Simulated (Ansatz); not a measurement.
HfNiAs:
```cif
data_As4Hf4Ni4
_chemical_formula_sum 'Hf4 Ni4 As4'
_space_group_name_H-M_alt 'Pnma'
_space_group_IT_number 62
_space_group_name_Hall '-P 2ac 2n'
_cell_length_a 6.41687
_cell_length_b 3.84039
_cell_length_c 7.27203
_cell_angle_alpha 90.000
_cell_angle_beta 90.000
_cell_angle_gamma 90.000
loop_
_atom_site_label
_atom_site_type_symbol
_atom_site_symmetry_multiplicity
_atom_site_Wyckoff_symbol
_atom_site_fract_x
_atom_site_fract_y
_atom_site_fract_z
_atom_site_occupancy
Hf1 Hf 4 c 0.01380 0.75000 0.31407 1
Ni1 Ni 4 c 0.33450 0.25000 0.42484 1
As1 As 4 c 0.21741 0.25000 0.10701 1
```

Relaxed with r²SCAN.

**Question.** Which orbitals make up the states near the Fermi level in the program Ansatz at the r²SCAN level (PAW)?

**Answer.** Within 0.5 eV of the Fermi level: Hf 5d 53 %, Ni 3d 32 %, As 4p 7 %. Projections are on Löwdin-orthogonalised atomic valence shells; empty p or d shells of many metals are not among them.

**Question.** Tabulate the density of states.

**Answer.** States/eV per cell of 12 atoms, in 0.25 eV bins, energy from the Fermi level.

| E (eV) | total | Ni 3d | Hf 5d | As 4p |
|---|---|---|---|---|
| -7.85 | 1.11 | 0.04 | 0.20 | 0.56 |
| -7.60 | 3.36 | 0.14 | 0.57 | 1.72 |
| -7.35 | 6.04 | 0.33 | 1.05 | 3.08 |
| -7.10 | 6.37 | 0.45 | 1.05 | 3.26 |
| -6.85 | 5.56 | 0.51 | 0.84 | 2.85 |
| -6.60 | 4.05 | 0.42 | 0.62 | 2.09 |
| -6.35 | 3.05 | 0.37 | 0.49 | 1.56 |
| -6.10 | 2.65 | 0.34 | 0.42 | 1.38 |
| -5.85 | 3.52 | 0.49 | 0.57 | 1.88 |
| -5.60 | 5.79 | 0.90 | 0.99 | 3.16 |
| -5.35 | 7.88 | 1.56 | 1.41 | 4.20 |
| -5.10 | 9.90 | 2.32 | 1.77 | 5.19 |
| -4.85 | 14.87 | 3.60 | 2.52 | 8.16 |
| -4.60 | 17.01 | 5.12 | 2.43 | 8.89 |
| -4.35 | 3.60 | 1.26 | 0.50 | 1.71 |
| -4.10 | 1.10 | 0.45 | 0.09 | 0.53 |
| -3.85 | 0.01 | 0.01 | 0.00 | 0.00 |
| -3.60 | 0.30 | 0.17 | 0.08 | 0.03 |
| -3.35 | 2.87 | 1.81 | 0.66 | 0.14 |
| -3.10 | 21.49 | 15.79 | 3.73 | 0.61 |
| -2.85 | 23.80 | 18.49 | 3.57 | 0.48 |
| -2.60 | 19.44 | 15.37 | 2.57 | 0.48 |
| -2.35 | 20.85 | 16.10 | 3.09 | 0.75 |
| -2.10 | 26.86 | 22.20 | 2.42 | 1.16 |
| -1.85 | 11.89 | 8.16 | 1.91 | 1.10 |
| -1.60 | 5.92 | 3.93 | 1.16 | 0.53 |
| -1.35 | 9.85 | 6.70 | 1.70 | 1.06 |
| -1.10 | 9.34 | 5.99 | 1.91 | 1.12 |
| -0.85 | 4.97 | 2.69 | 1.49 | 0.59 |
| -0.60 | 4.98 | 2.38 | 1.96 | 0.38 |
| -0.35 | 7.78 | 2.77 | 4.11 | 0.44 |
| -0.10 | 6.18 | 2.00 | 3.31 | 0.43 |
| 0.15 | 4.52 | 1.37 | 2.37 | 0.36 |
| 0.40 | 4.77 | 1.31 | 2.53 | 0.40 |
| 0.65 | 4.83 | 1.15 | 2.84 | 0.32 |
| 0.90 | 2.89 | 0.60 | 1.66 | 0.30 |
| 1.15 | 5.11 | 0.98 | 2.93 | 0.48 |
| 1.40 | 5.50 | 0.90 | 3.20 | 0.46 |
| 1.65 | 9.09 | 1.28 | 5.38 | 0.68 |
| 1.90 | 8.84 | 0.98 | 5.64 | 0.62 |
| 2.15 | 7.78 | 0.75 | 4.75 | 0.61 |
| 2.40 | 6.84 | 0.52 | 4.28 | 0.60 |
| 2.65 | 7.21 | 0.48 | 4.79 | 0.57 |
| 2.90 | 7.22 | 0.44 | 4.58 | 0.68 |
| 3.15 | 9.79 | 0.61 | 6.19 | 0.94 |
| 3.40 | 9.52 | 0.57 | 5.96 | 0.90 |
| 3.65 | 7.22 | 0.38 | 4.17 | 0.85 |
| 3.90 | 8.37 | 0.39 | 4.69 | 1.26 |
| 4.15 | 8.70 | 0.40 | 4.67 | 1.48 |
| 4.40 | 7.92 | 0.29 | 4.14 | 1.48 |
| 4.65 | 6.49 | 0.21 | 3.19 | 1.41 |

The workflow started from a Materials Project entry (that database holds measured and hypothetical structures alike); the Crystallography Open Database copy checked does not list it. Whether it is the stable phase at ambient conditions was not checked. Symmetry was held in the r²SCAN relaxation; its stability against distortions is not shown here. The run is not spin-polarised. Scalar-relativistic: spin–orbit coupling is off unless named, which matters more the heavier the elements.

Potentials: the later of the program's two PAW sets.
